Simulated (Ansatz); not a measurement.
TaSnS:
```xyz
6
Lattice="3.8183 0.0000 0.0000 0.0000 3.8183 0.0000 0.0000 0.0000 7.6350" Properties=species:S:1:pos:R:3 pbc="T T T"
Ta     0.0000     1.9091     5.4040
Ta     1.9091     0.0000     2.2311
Sn     0.0000     0.0000     0.0000
Sn     1.9091     1.9091     0.0000
S      1.9091     0.0000     4.7498
S      0.0000     1.9091     2.8852
```

This is the PBEsol-relaxed structure.

Problem. All from PBEsol in the plane-wave PAW code Ansatz, unless another level is named. Estimate the electronic character.

Solution. metallic (no gap).

Problem. Next, the density of states at the Fermi level?

Solution. 0.53 states/eV per atom (mean over ±0.08 eV).

Problem. Give the formation energy from the elements (no fitted shifts).

Solution. -5.5 kJ/mol of atoms.

Problem. Give the gap with spin–orbit coupling.

Solution. none (metallic).

Space group P4/nmm. The start of the workflow was typed in or built on a structure type; neither database checked (COD, Materials Project) lists it. Whether it is the stable phase at ambient conditions was not checked. The PBEsol relaxation kept the symmetry of its start. At this level the phase is dynamically unstable (imaginary phonons). The run is not spin-polarised. The volume moved by -21 % from the start of the relaxation. The references are the lowest solids computed at this level, not always the standard phases. Spin–orbit coupling is left out wherever it is not named.

Potentials: the earlier of the program's two PAW sets. The files were generated under PBE; for other functionals the program regenerates the frozen cores, and for LDA and PBEsol the local potential too.
